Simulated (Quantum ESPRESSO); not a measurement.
Kohn-Sham bands of HgS (P3₂21)

```
CELL_PARAMETERS angstrom
      4.43071     0.00000     0.00000
     -2.21535     3.83711     0.00000
      0.00000     0.00000     9.74559
ATOMIC_POSITIONS crystal
  Hg 0.24155 0.00000 0.66667
  Hg 0.00000 0.24155 0.33333
  Hg 0.75845 0.75845 0.00000
  S  0.54349 0.00000 0.16667
  S  0.00000 0.54349 0.83333
  S  0.45651 0.45651 0.50000
```

Cell from Materials Project (mp-9252), symmetrised, no further relaxation. COD (Crystallography Open Database) has the formula in 4 space groups, this one among them (matched by group alone). Computed values, not measurements, from PBE: Quantum ESPRESSO (norm-conserving PseudoDojo potentials, cutoff 53 Ry, no spin polarisation, no spin-orbit coupling) on a Γ-centred 6×6×4 mesh, then Wannier90. Density: 12×12×4 mesh, cold smearing 0.01 Ry. The cell is built of weakly bound layers, chains or molecules, whose nearest atoms lie 3.41 Å apart. Database cells relaxed without dispersion often hold them too far apart, which can enlarge gaps and weakens couplings between them; spacing and stacking were not compared with the measured crystal. Spin-orbit coupling is left out although heavy elements are present.

Question: List the Kohn-Sham levels between −8 and 4.7 eV relative to the valence-band maximum at the high-symmetry points, as a band run of pw.x on that density gives them (levels within 2 meV counted together).

Answer: 
```
point  k (reciprocal lattice)                                                                                                                                                                                     levels (eV)
-----  ----------------------  ----------------------------------------------------------------------------------------------------------------------------------------------------------------------------------------------
Γ           0.000 0.000 0.000              -6.83 (×2), -6.35, -6.30 (×2), -6.08, -5.95, -5.87 (×2), -5.67 (×2), -5.63 (×2), -5.55, -5.54, -3.62 (×2), -1.67, -1.58, -1.23 (×2), -0.12, -0.03 (×2), 1.67, 3.43 (×2), 4.66 (×2)
M           0.500 0.000 0.000  -6.86, -6.80, -6.32, -6.20, -6.18, -6.11, -5.83, -5.79, -5.72, -5.65, -5.58, -5.57, -5.54, -5.53, -5.20, -3.87, -3.60, -2.93, -2.47, -2.18, -1.57, -0.75, -0.53, -0.40, 2.26, 3.13, 3.29, 3.55
K           0.333 0.333 0.000                         -6.84 (×2), -6.21 (×2), -6.18, -6.05, -5.77 (×2), -5.65 (×2), -5.58, -5.58 (×2), -5.56, -5.31, -3.55, -3.38 (×2), -2.66, -2.13 (×2), -0.79, -0.58 (×2), 2.83, 2.97 (×2)
A           0.000 0.000 0.500                   -7.35, -6.46 (×2), -6.11, -6.08, -6.06 (×2), -5.92 (×2), -5.68, -5.67, -5.60 (×2), -5.57 (×2), -3.66, -2.93 (×2), -1.24, -1.16 (×2), -0.08, -0.01 (×2), 2.45 (×2), 3.22, 4.52
L           0.500 0.000 0.500  -7.24, -6.41, -6.33, -6.12, -6.01, -5.98, -5.87, -5.83, -5.79, -5.66, -5.56, -5.55, -5.55, -5.53, -5.51, -3.98, -3.43, -3.14, -2.31, -1.75, -1.47, -1.37, -0.46, -0.45, 2.34, 3.04, 3.33, 4.01
H           0.333 0.333 0.500                         -7.23, -6.31 (×2), -6.10, -5.98 (×2), -5.91, -5.82 (×2), -5.63, -5.62, -5.57 (×2), -5.49 (×2), -3.51 (×2), -3.49, -2.06 (×2), -1.73, -1.30 (×2), -0.51, 3.05, 3.41 (×2)
```
